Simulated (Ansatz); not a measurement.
C (rhombohedral graphite, R-3m) at seven volumes, DFT-r²SCAN in the program Ansatz with PAW potentials, shape and atoms relaxed at each. One row is withheld.

```
V (Å³/atom)  P (GPa)
-----------  -------
8.429           3.28
8.707           1.76
8.985           0.68
9.263           0.00
9.541              ?
9.819          -0.74
10.097         -0.91
```

### Question
Fit the shown pressures and predict the withheld one.

### Answer
P = (3/2)B₀(x^(7/2) − x^(5/2))[1 + (3/4)(B′ − 4)(x − 1)] with x = (V₀/V)^(2/3). Least squares on the six rows gives V₀ = 9.252 Å³/atom, B₀ = 20.1 GPa, B′ = 13.39. At V = 9.541, x = 0.9797 and P = -0.50 GPa. The run itself gave -0.51 GPa.

The first step of the workflow began from a Materials Project structure, measured or hypothetical; the Crystallography Open Database files this formula in space group No. 166, but the cells were not matched. It is not the phase usual at ambient conditions (space group No. 194, 227). The cell was relaxed with r²SCAN under the symmetry of its start; whether a distortion lowers the energy is not shown. A crystal of weakly bound layers computed without a dispersion correction: the cell and the soft elastic constants depend strongly on that.

Potentials: the later of the program's two PAW sets.
